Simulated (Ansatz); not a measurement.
Put Ta2Si2Ge in P-6m2 (No. 187): Ta on 2g; Si on 2h; Ge on 1a.

Method: DFT PBE, scalar-relativistic, plane waves, PAW in Ansatz 0.2.0. Cutoff 420 eV, Γ-centred mesh, Gaussian smearing, no spin polarisation.

Formation energies are uncorrected and refer to the elements' standard structures at the same level.

Q: Predict the relaxed structure.

A:

Space group P-6m2 (No. 187). a = 2.963 Å, b = 2.963 Å, c = 11.644 Å, α = 90.00°, β = 90.00°, γ = 120.00°
```tsv
atom	site	symmetry	x	y	z
Ta	2g	3m.	0.0000	0.0000	0.2234
Si	2h	3m.	0.3333	0.6667	0.4002
Ge	1a	-6m2	0.0000	0.0000	0.0000
```

Around Ta lie 1 Ge at 2.60 Å, 3 Si at 2.68 Å and 6 Ta at 2.96 Å; around Si lie 1 Si at 2.32 Å, 3 Ta at 2.68 Å and 6 Si at 2.96 Å; Ge is surrounded by 2 Ta at 2.60 Å and 6 Ge at 2.96 Å. Another local minimum with the same sites may exist.

Q: And its energy and gap?

A: The formation energy is +0.27 eV/atom and the gap on the 12×12×4 mesh of the 5-atom cell is 0 eV (a metal). The separate elements lie lower, so it is unstable against them.

The last run used Gaussian smearing of 0.10 eV. These runs have no spin–orbit coupling, which can matter for Ta. Symmetry constrained the relaxation, so the result can be a saddle point. Another cell of Ta2Si2Ge relaxed alike, in Cm, lies 0.36 eV/atom lower, so this cell isn't the stable form at this level.
